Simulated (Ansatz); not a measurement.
GaAs (zinc blende, space group No. 216), PBEsol (plane waves, PAW; program Ansatz): ε∞ = 14.2, cell volume 45.31 Å³. Infrared-active transverse modes:

| ω_TO (cm⁻¹) | oscillator strength S_xx (e²/amu) |
|---|---|
| 262.7 | 0.1240 |

**Question.** Compute the static dielectric constant.

**Answer.** Each mode adds (4.921e7/V) S/ω²: 1.95. So ε0 = 16.2.

**Question.** What LO frequency does the Lyddane–Sachs–Teller relation give?

**Answer.** ω_LO = ω_TO √(ε0/ε∞) = 280 cm⁻¹.

Space group F-43m (zinc blende). The PBEsol relaxation kept the symmetry of its start. Scalar-relativistic: spin–orbit coupling is off unless named, which matters more the heavier the elements.

Potentials: the earlier of the program's two PAW sets. The files were generated under PBE; for other functionals the program regenerates the frozen cores, and for LDA and PBEsol the local potential too.
